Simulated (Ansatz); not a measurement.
Cs$_{2}$AgBiBr$_{6}$ (Fm-3m), relaxed and computed with several functionals in Ansatz (plane waves, PAW). Much of their spread follows the volume that each gives.

```
functional  V (Å³/atom)  B₀ by P(V) fit (GPa)
----------  -----------  --------------------
PBEsol            35.00                  26.5
HSE06             37.21                  20.9
LDA               33.23                     ?
r²SCAN            36.50                  24.6
```

Q: Fit a straight line to ln B₀ against ln V and predict the withheld value.

A: Least squares on the 3 shown rows: ln B₀ = -3.54 × ln V + (15.881), with a scatter of 4.2 %. For LDA this gives 32.4. The run itself gave 32.9, a miss of 1.5 % of that.

All cells were relaxed under the symmetry of their starts (and spin orders); stability against distortions was not tested throughout. Rows with no word on spin ran without spin polarisation. Scalar-relativistic: spin–orbit coupling is off unless named, which matters more the heavier the elements.

Potentials: the later of the program's two PAW sets.

Ansatz (a program for electronic structure) is a plane-wave DFT program.
